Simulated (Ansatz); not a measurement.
TiRh, DFT, PBEsol, all-electron LAPW, scalar-relativistic (Ansatz 0.2.0), run on 1 thread of Intel(R) Xeon(R) 6975P-C (Granite Rapids) on a shared host.

The geometry is COD entry 1523124, unchecked; take it as a test cell. The listed cell was then made from it by scaling, straining or moving an atom.

Command: `ansatz run input.yaml --threads 1 --pin off --max-ram 3072MiB --backend cpu --events-out ev --progress --plain --runs-dir out`

```yaml
crystal:
  lattice:
    - [2.9270032928, 0.0, 0.0]
    - [0.0, 2.9270032928, 0.0]
    - [0.0, 0.0, 3.2816134642]
  atoms:
    - { symbol: Ti, position: [0.5, 0.5, 0.5] }
    - { symbol: Rh, position: [0.0, 0.0, 0.0] }
kpoints:
  mp_grid: { grid: [11, 11, 10] }
  band_path:
    path:
      - [0.0, 0.0, 0.0]
      - [0.0, 0.5, 0.0]
      - [0.5, 0.5, 0.0]
      - [0.0, 0.0, 0.0]
      - [0.0, 0.0, 0.5]
      - [0.0, 0.5, 0.5]
      - [0.5, 0.5, 0.5]
      - [0.0, 0.0, 0.5]
      - [0.0, 0.5, 0.0]
    npoints: 5
scf:
  occupations: { method: fermi_dirac, width: 0.05 }
hamiltonian:
  xc: pbesol
  pseudopotentials: { kind: all_electron, lapw: { basis_error: 0.001 } }
output:
  forces: true
  stress: true
  eigenvalues: true
```

Q: How large is the problem that the program sets up?

A: 126 irreducible k-points, 277 plane waves at Γ, 24 bands.

Q: About how long does it take, and how much memory does it use?

A: 17 s of wall time for 11 SCF iterations, with a peak of 0.52 GiB. Times on shared machines scatter by tens of per cent.
